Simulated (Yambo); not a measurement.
```
MgS
1.0
    0.00000     2.59155     2.59155
    2.59155     0.00000     2.59155
    2.59155     2.59155     0.00000
Mg S
1 1
Direct
  0.00000   0.00000   0.00000
  0.50000   0.50000   0.50000
```

MgS (rock salt, space group Fm-3m, No. 225): mean Im ε in 1 eV windows above the direct gap of 5.37 eV, for different electron-hole kernels (Yambo, broadening 0.15 eV, norm-conserving PBEsol (Quantum ESPRESSO, 84 Ry, without SOC) bands; 10×10×10 mesh, 3 valence and 4 conduction bands, static screening with 19 bands and a 4 Ry block, scissor 1.69 eV, Tamm-Dancoff; field along x).

```json
[
 {"window (eV)": "5.4 to 6.4", "independent quasiparticles": "1.6", "RPA (no attraction)": "1.4", "BSE": "14"},
 {"window (eV)": "6.4 to 7.4", "independent quasiparticles": "8.7", "RPA (no attraction)": "6.6", "BSE": "12"},
 {"window (eV)": "7.4 to 8.4", "independent quasiparticles": "14", "RPA (no attraction)": "11", "BSE": "5.8"},
 {"window (eV)": "8.4 to 9.4", "independent quasiparticles": "9.6", "RPA (no attraction)": "6.4", "BSE": "5.6"},
 {"window (eV)": "9.4 to 10.4", "independent quasiparticles": "7.4", "RPA (no attraction)": "5.2", "BSE": "4.4"}
]
```

This run doesn't resolve bound excitons or single peaks, so only averages are given, and they too depend on the mesh; weight that the attraction moves below the gap isn't listed. All transitions below 10.54 eV are in the band window. The scissor comes from a G0W0 run whose convergence isn't established.

Geometry relaxed with PBEsol.
